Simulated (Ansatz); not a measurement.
Input:

Cu3Sb:
```cif
data_Cu3Sb
_chemical_formula_sum 'Sb1 Cu3'
_space_group_name_H-M_alt 'P 1'
_space_group_IT_number 1
_cell_length_a 4.44707
_cell_length_b 4.44707
_cell_length_c 4.85627
_cell_angle_alpha 90.000
_cell_angle_beta 90.000
_cell_angle_gamma 120.000
loop_
_space_group_symop_operation_xyz
  'x, y, z'
loop_
_atom_site_label
_atom_site_type_symbol
_atom_site_fract_x
_atom_site_fract_y
_atom_site_fract_z
_atom_site_occupancy
Sb1 Sb 0.00000 0.00000 0.00000 1
Cu1 Cu 0.00000 0.00000 0.50000 1
Cu2 Cu 0.33333 0.66667 0.00000 1
Cu3 Cu 0.66667 0.33333 0.00000 1
```

This is the PBEsol-relaxed structure.

**Question.** All from PBEsol in the plane-wave PAW code Ansatz, unless another level is named. Give the electronic character.

**Answer.** metallic (no gap).

**Question.** And the formation energy from the elements (no fitted shifts)?

**Answer.** 0.52 eV/atom.

**Question.** Give the density of states at the Fermi level.

**Answer.** 0.16 states/eV per atom (mean over ±0.08 eV).

Space group P6/mmm. The start of the workflow was typed in or built on a structure type; neither database checked (COD, Materials Project) lists it. Its standing as an ambient phase is unchecked. The cell was relaxed with PBEsol under the symmetry of its start. At this level the phase is mechanically unstable. No spin polarisation was allowed. Its formation energy is positive at this level, so the cell may be metastable or incomplete. The references are the lowest solids computed at this level, not always the standard phases. Scalar-relativistic: spin–orbit coupling is off unless named, which matters more the heavier the elements.

Potentials: the later of the program's two PAW sets.
